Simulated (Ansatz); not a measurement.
Tl (hcp, Mg type)

```
CELL_PARAMETERS angstrom
      3.60750     0.00000     0.00000
     -1.80375     3.12418     0.00000
      0.00000     0.00000     5.57674
ATOMIC_POSITIONS crystal
  Tl 0.33333 0.66667 0.75000
  Tl 0.66667 0.33333 0.25000
```

E(V) scan at fixed shape, V₀ the volume above. Symmetry pins the atoms to their sites.

All values below come from PBE (plane waves to 420 eV, PAW, scalar-relativistic; Ansatz, a program for electronic structure). k mesh 15×15×9 (Γ-centred), Fermi-Dirac smearing 0.05 eV. Compression counts positive. Spin-orbit coupling is left out, though Tl is heavy. The PAW data are Ansatz's earlier set. The relaxed volume of Tl is well above the measured one; the method has no dispersion term. Tl was relaxed with its symmetry unable to fall.

At one point of the scan the stress tensor (GPa) is:

```
   -2.3      0.0      0.0
    0.0     -2.3      0.0
    0.0      0.0     -2.3
```

Task: Which point is it?
A. V/V₀ = 1.053
B. V/V₀ = 1.133
C. V/V₀ = 1.027
D. V/V₀ = 1.080

Result: B, V/V₀ = 1.133

(Under strain, the slope of the energy per volume gives the stress and its curvature an elastic modulus.)
